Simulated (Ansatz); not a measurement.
Data:

Mo2C:
```
Mo2C
1.0
    4.72362     0.00000     0.00000
    0.00000     6.04858     0.00000
    0.00000     0.00000     5.21105
Mo C
8 4
Direct
  0.24480   0.87851   0.07961
  0.75520   0.12149   0.92039
  0.25520   0.62149   0.57961
  0.74480   0.37851   0.42039
  0.74480   0.62149   0.92039
  0.25520   0.37851   0.07961
  0.75520   0.87851   0.42039
  0.24480   0.12149   0.57961
  0.50000   0.87746   0.75000
  0.50000   0.12254   0.25000
  0.00000   0.62254   0.25000
  0.00000   0.37746   0.75000
```

This is the r²SCAN-relaxed structure.

Question: All from r²SCAN (plane waves, PAW; program Ansatz), unless another level is named. Give the electronic character.

Answer: metallic (no gap).

Question: What about the formation energy from the elements (no fitted shifts)?

Answer: -0.13 eV/atom.

Question: And the density of states at the Fermi level?

Answer: 0.53 states/eV per atom (mean over ±0.08 eV).

Space group Pbcn. The workflow started from a Materials Project entry (that database holds measured and hypothetical structures alike); the Crystallography Open Database files this formula in space group No. 60, but the cells were not matched. Its standing as an ambient phase is unchecked. The cell was relaxed with r²SCAN under the symmetry of its start; its stability against distortions is not shown here. The run is not spin-polarised. The references are the lowest solids computed at this level, not always the standard phases. Scalar-relativistic: spin–orbit coupling is off unless named, which matters more the heavier the elements.

Potentials: the later of the program's two PAW sets.
